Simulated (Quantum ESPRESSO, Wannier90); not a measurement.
Tight-binding from DFT: Hg (P-1, model phase)

```xyz
3
Lattice="3.3206 0.0000 0.0000 -1.4721 3.0761 0.0000 -0.9583 -1.3973 8.1206" Properties=species:S:1:pos:R:3 pbc="T T T"
Hg    -1.3151    -1.2639     2.7225
Hg     1.3151     1.2639    -2.7225
Hg     0.0000     0.0000     0.0000
```

Structure: Materials Project mp-569360, symmetrised, not relaxed again. This isn't the element's usual structure (rhombohedral); take it as a model of another phase. Level: PBEsol, spinors with spin-orbit coupling; pw.x of Quantum ESPRESSO at 53 Ry with PseudoDojo potentials, 6×6×4 k-points, Wannier90. Density: 14×14×6 mesh, cold smearing 0.01 Ry.

A tight-binding model is made by disentanglement and projection with no localisation steps (num_iter = 0), so the 54 orbitals stay atom-like: hydrogen-like Hg: s;p;d, axes along x, y, z; frozen window up to 3.00 eV relative to the Fermi level. It follows pw.x to 5.8 meV rms for states up to 1.0 eV relative to the Fermi level. Matrix elements depend on this choice of orbitals and windows.

The 30 largest hoppings ⟨m,0|H|n,R⟩ between different sites (one of each Hermitian pair; signs follow the real orbitals' lobes; the list may end inside a set of equal values):

```tsv
m	n	R	distance of the centres (Å)	t (eV)	Im t (eV)
Hg3 px↑	Hg3 px↑	1 0 0	3.32	2.057	0.000
Hg3 px↓	Hg3 px↓	1 0 0	3.32	2.057	0.000
Hg1 px↑	Hg1 px↑	1 0 0	3.32	2.044	0.008
Hg1 px↓	Hg1 px↓	1 0 0	3.32	2.044	-0.008
Hg2 px↑	Hg2 px↑	1 0 0	3.32	2.044	-0.008
Hg2 px↓	Hg2 px↓	1 0 0	3.32	2.044	0.008
Hg3 py↑	Hg3 py↑	0 1 0	3.41	1.510	0.000
Hg3 py↓	Hg3 py↓	0 1 0	3.41	1.510	0.000
Hg2 py↑	Hg2 py↑	0 1 0	3.41	1.495	-0.004
Hg1 py↑	Hg1 py↑	0 1 0	3.41	1.495	0.004
Hg1 py↓	Hg1 py↓	0 1 0	3.41	1.495	-0.004
Hg2 py↓	Hg2 py↓	0 1 0	3.41	1.495	0.004
Hg3 pz↑	Hg1 pz↑	0 0 0	3.26	1.440	0.001
Hg3 pz↑	Hg2 pz↑	0 0 0	3.26	1.440	0.001
Hg3 pz↓	Hg1 pz↓	0 0 0	3.26	1.440	-0.001
Hg3 pz↓	Hg2 pz↓	0 0 0	3.26	1.440	-0.001
Hg2 pz↑	Hg3 pz↑	1 1 0	3.30	1.377	0.002
Hg2 pz↓	Hg3 pz↓	1 1 0	3.30	1.377	-0.002
Hg3 pz↑	Hg1 pz↑	1 1 0	3.30	1.377	-0.002
Hg3 pz↓	Hg1 pz↓	1 1 0	3.30	1.377	0.002
Hg2 pz↑	Hg1 pz↑	1 1 -1	3.33	1.305	0.000
Hg2 pz↓	Hg1 pz↓	1 1 -1	3.33	1.305	0.000
Hg2 pz↑	Hg1 pz↑	1 0 -1	3.38	1.202	0.000
Hg2 pz↓	Hg1 pz↓	1 0 -1	3.38	1.202	0.000
Hg1 pz↑	Hg2 pz↑	0 0 1	3.37	1.199	0.000
Hg1 pz↓	Hg2 pz↓	0 0 1	3.37	1.199	0.000
Hg3 s↑	Hg3 px↑	1 0 0	3.32	1.137	0.001
Hg3 s↓	Hg3 px↓	1 0 0	3.32	1.137	-0.001
Hg3 px↑	Hg3 s↑	1 0 0	3.32	-1.137	0.001
Hg3 px↓	Hg3 s↓	1 0 0	3.32	-1.137	-0.001
```
